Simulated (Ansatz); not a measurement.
LaBi (rock salt)

```yaml
crystal:
  lattice:
    - [0.00000, 3.33114, 3.33114]
    - [3.33114, 0.00000, 3.33114]
    - [3.33114, 3.33114, 0.00000]
  atoms:
    - { symbol: La, position: [0.50000, 0.50000, 0.50000] }
    - { symbol: Bi, position: [0.00000, 0.00000, 0.00000] }
```

The volume is varied about the relaxed value V₀ at fixed cell shape. Symmetry pins the atoms to their sites.

These are r2SCAN (plane waves to 500 eV, PAW, scalar-relativistic; Ansatz, an electronic-structure program) values and carry that method's errors. k mesh 12×12×12 (Γ-centred), Fermi-Dirac smearing 0.05 eV. Stress and pressure are positive under compression. LaBi is run without spin polarisation. LaBi was relaxed with its symmetry unable to fall. Spin-orbit coupling is left out, though Bi is heavy.

At one point of the scan the stress tensor (GPa) is:

```
    2.9      0.0      0.0
    0.0      2.9      0.0
    0.0      0.0      2.9
```

### Question
Which point is it?
A. V/V₀ = 0.925
B. V/V₀ = 0.900
C. V/V₀ = 0.950
D. V/V₀ = 0.975

### Answer
C, V/V₀ = 0.950

(A scan under strain: stresses follow from slopes of the energy per volume, elastic moduli from its curvatures.)
